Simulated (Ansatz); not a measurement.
A geometry of Au away from equilibrium: step 4 of the relaxation of a relaxed Au cell, doubled along one cell vector, shaken by Gaussian noise of σ = 0.08 Å a coordinate. Method: r2SCAN (plane waves to 500 eV, PAW, scalar-relativistic; Ansatz, an electronic-structure program). Γ-centred k-mesh 12×12×2 on the run's cell (coarser than for final values), Fermi–Dirac smearing 0.05 eV.

```xyz
8
Lattice="2.7691 -0.0033 0.0035 -0.0033 2.7679 0.0260 0.0249 0.1855 19.6780" Properties=species:S:1:pos:R:3 pbc="T T T"
Au     1.4834     1.4613     7.1981
Au     1.2711     1.4695    16.9973
Au     1.5626     1.5389     2.7156
Au     1.3125     1.6354    12.5090
Au     0.1489     0.1331     4.9401
Au    -0.0470     0.1501    14.7349
Au     1.4028     1.5243     0.0151
Au     1.6404     0.9558     9.8708
```

Q: What forces act on the atoms (eV/Å)?

A: 
| atom | Fx | Fy | Fz |
|---|---|---|---|
| Au1 | 0.00 | 0.07 | 0.09 |
| Au2 | 0.00 | -0.03 | 0.03 |
| Au3 | 0.02 | 0.01 | -0.03 |
| Au4 | -0.01 | 0.05 | -0.16 |
| Au5 | -0.01 | -0.03 | 0.02 |
| Au6 | -0.02 | 0.01 | 0.01 |
| Au7 | 0.00 | 0.02 | -0.03 |
| Au8 | 0.02 | -0.11 | 0.07 |

Q: What is the pressure?

A: 0.0 GPa, compression positive.

No spin polarisation in the result.

Of the parent cell (P4/mmm (No. 123)): it is a generated cell of Au: the first start was made by a random draw of sites in a space group, and the end was not matched to a known phase here, so it may be hypothetical. Known forms of Au include space group No. 225.
